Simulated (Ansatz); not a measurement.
Relaxed-ion elastic tensor of Ta3Sn (A15 (Cr3Si type), Pm-3n) in GPa (Voigt order), DFT-PBEsol in the program Ansatz with PAW potentials; density 15.09 g/cm³, 18.19 Å³ per atom.

|  | 1 | 2 | 3 | 4 | 5 | 6 |
|---|---|---|---|---|---|---|
| 1 | 331 | 124 | 124 | 0.0 | 0.0 | 0.0 |
| 2 | 124 | 331 | 124 | 0.0 | 0.0 | 0.0 |
| 3 | 124 | 124 | 331 | 0.0 | 0.0 | 0.0 |
| 4 | 0.0 | 0.0 | 0.0 | 21.1 | 0.0 | 0.0 |
| 5 | 0.0 | 0.0 | 0.0 | 0.0 | 21.1 | 0.0 |
| 6 | 0.0 | 0.0 | 0.0 | 0.0 | 0.0 | 21.1 |

### Question
Is the crystal mechanically stable?

### Answer
Yes: the smallest eigenvalue of C is 21.1 GPa.

### Question
Work out the Voigt, Reuss and Hill averages.

### Answer
K_V = 193, K_R = 193, K_H = 193; G_V = 54.1, G_R = 30.9, G_H = 42.5 GPa.

### Question
Give Young's modulus, Poisson's ratio, Pugh's ratio and the universal anisotropy index.

### Answer
E = 9KG/(3K + G) = 119 GPa; ν = 0.40; K/G = 4.54 (ductile by the Pugh limit of 1.75); A_U = 5G_V/G_R + K_V/K_R − 6 = 3.74.

### Question
Estimate the sound speeds and the Debye temperature.

### Answer
v_l = √((K + 4G/3)/ρ) = 4070 m/s, v_t = √(G/ρ) = 1680 m/s, mean 1900 m/s; Θ = (h/k)(3n/4πV)^(1/3) v_m = 215 K.

### Question
Give the Zener ratio and Young's modulus along [100], [110] and [111].

### Answer
A = 2C44/(C11 − C12) = 0.20; 1/E = S11 − 2(S11 − S12 − S44/2)Γ with Γ = 0, 1/4, 1/3 gives 264, 75.5, 61.0 GPa.

The workflow started from an entry of the Crystallography Open Database (COD). Its standing as an ambient phase is unchecked. The cell was relaxed with PBEsol under the symmetry of its start; whether a distortion lowers the energy is not shown. No spin polarisation was allowed. As this level gives no gap, shear constants depend on the k-mesh and smearing (Fermi–Dirac, 0.1 eV here). Scalar-relativistic: spin–orbit coupling is off unless named, which matters more the heavier the elements.

Potentials: the later of the program's two PAW sets.
